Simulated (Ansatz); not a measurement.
TaAs:
```
TaAs
1.0
    3.19913     0.00000     0.00000
    0.00000     3.19913     0.00000
    0.00000     0.00000     3.19913
Ta As
1 1
Direct
  0.00000   0.00000   0.00000
  0.50000   0.50000   0.50000
```

Relaxed with r²SCAN. Special points in fractions of this cell's reciprocal vectors: Γ (0.000, 0.000, 0.000); X (0.000, 0.500, 0.000); M (0.500, 0.500, 0.000); R (0.500, 0.500, 0.500).

### Question
List the band energies nearest the Fermi level at these points for r²SCAN in the plane-wave PAW code Ansatz.

### Answer
In eV from the Fermi level; about four levels below and three above (degenerate sets whole), none deeper than 8.9 eV; points with the same levels are listed once.

```
k                          below           above
-  -----------------------------  --------------
Γ  -3.28 -3.28 -0.09 -0.09 -0.09  2.32 2.32 2.32
X        -8.78 -2.46 -2.46 -2.25  2.72 3.86 6.02
M              -5.24 -5.24 -3.42  0.21 0.21 1.97
R              -6.79 -6.79 -6.79  3.03 3.03 3.03
```

Space group Pm-3m (CsCl type). A made-up cell: these elements were put on the sites of a structure type; neither database checked (COD, Materials Project) lists it. It is not the phase usual at ambient conditions (space group No. 109). The r²SCAN relaxation kept the symmetry of its start; whether a distortion lowers the energy is not shown. The run is not spin-polarised. Scalar-relativistic: spin–orbit coupling is off unless named, which matters more the heavier the elements.

Potentials: the earlier of the program's two PAW sets.
